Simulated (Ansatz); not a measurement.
Given:

NiSb:
```
CELL_PARAMETERS angstrom
      3.87762     0.00000     0.00000
     -1.93881     3.35812     0.00000
      0.00000     0.00000     5.03177
ATOMIC_POSITIONS crystal
  Ni 0.00000 0.00000 0.00000
  Ni 0.00000 0.00000 0.50000
  Sb 0.33333 0.66667 0.25000
  Sb 0.66667 0.33333 0.75000
```

This is the LDA-relaxed structure. x, y and z are the axes in which the lattice vectors are written.

**Question.** All from LDA in the plane-wave PAW code Ansatz, unless another level is named. Predict the Young's modulus.

**Answer.** 160 GPa.

**Question.** What about the elastic constants (relaxed ions, GPa)?

**Answer.** C11 = 212, C12 = 112, C13 = 98.2, C33 = 219, C44 = 74.3.

**Question.** Predict the highest zone-centre frequency.

**Answer.** 8.13 THz.

Space group P6_3/mmc (NiAs type). The cell was relaxed with LDA under the symmetry of its start; of distortions, only those at the zone centre were tested. No spin polarisation was allowed. As this level gives no gap, shear constants depend on the k-mesh and smearing (Fermi–Dirac, 0.1 eV here). As this level gives no gap, phonon frequencies hold no LO–TO term and depend on the k-mesh and smearing (Fermi–Dirac, 0.1 eV here). On the denser mesh and wider smearing of the elastic run this cell carries a stress of 0.3 GPa. Spin–orbit coupling is left out wherever it is not named.

Potentials: the later of the program's two PAW sets.
